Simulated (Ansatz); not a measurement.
**Electric field gradients in AlN**

The cell is a structure deposited in the COD whose atoms were relaxed with PBE, the cell held.

```xyz
4
Lattice="3.1130 0.0000 0.0000 -1.5565 2.6959 0.0000 0.0000 0.0000 4.9810" Properties=species:S:1:pos:R:3 pbc="T T T"
Al    0.0000    1.7973   -0.0049
Al    1.5565    0.8986    2.4856
N     0.0000    1.7973    1.8977
N     1.5565    0.8986    4.3882
```

Sites (sets of like atoms) are named by element and the number of their first atom in this list.

All values are calculated (Ansatz; DFT, PBE, plane waves and PAW, scalar-relativistic, 420 eV cutoff, Γ-centred 11×11×6 k-points, Fermi–Dirac smearing 0.02 eV), not measured.

C_Q = eQV_zz/h, which is 24.18 MHz for Q = 1 b and V_zz = 10²¹ V/m²; η = (V_xx − V_yy)/V_zz.

²⁷Al: I = 5/2, Q = 146.6 mb; ¹⁴N: I = 1, Q = 20.44 mb. Quadrupole moments are those of Pyykkö's year-2017 table.

Question: What field gradients does the calculation give at each kind of site?

Answer: 

| site | atoms (order as listed) | first shell | V_xx, V_yy, V_zz (10²¹ V/m²) | η | C_Q (MHz) |
| --- | --- | --- | --- | --- | --- |
| Al | 1, 2 | 4 N at 1.89–1.90 Å; also 1 N at 3.08 Å | -0.24, -0.24, 0.48 | 0.00 | 1.72 |
| N | 3, 4 | 4 Al at 1.89–1.90 Å; also 1 Al at 3.08 Å | 0.009, 0.009, -0.017 | 0.00 | -0.008 |

An axis of threefold or higher order runs through Al and N, so V_zz lies along it and η is zero.
